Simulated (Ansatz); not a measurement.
Here is the system:

MgB2:
```cif
data_B2Mg
_chemical_formula_sum 'Mg1 B2'
_space_group_name_H-M_alt 'P 1'
_space_group_IT_number 1
_cell_length_a 3.06013
_cell_length_b 3.06013
_cell_length_c 3.50942
_cell_angle_alpha 90.000
_cell_angle_beta 90.000
_cell_angle_gamma 120.000
loop_
_space_group_symop_operation_xyz
  'x, y, z'
loop_
_atom_site_label
_atom_site_type_symbol
_atom_site_fract_x
_atom_site_fract_y
_atom_site_fract_z
_atom_site_occupancy
Mg1 Mg 0.00000 0.00000 0.00000 1
B1 B 0.33333 0.66667 0.50000 1
B2 B 0.66667 0.33333 0.50000 1
```

This is the PBEsol-relaxed structure.

Q: All from plane-wave PAW PBEsol (Ansatz code), unless another level is named. Estimate the bulk modulus (Birch–Murnaghan fit).

A: 146 GPa.

Q: And the highest zone-centre frequency?

A: 85.6 meV.

Space group P6/mmm. The cell was relaxed with PBEsol under the symmetry of its start; of distortions, only those at the zone centre were tested. On the denser mesh and wider smearing of the elastic run this cell carries a stress of 0.8 GPa.

Potentials: the later of the program's two PAW sets.
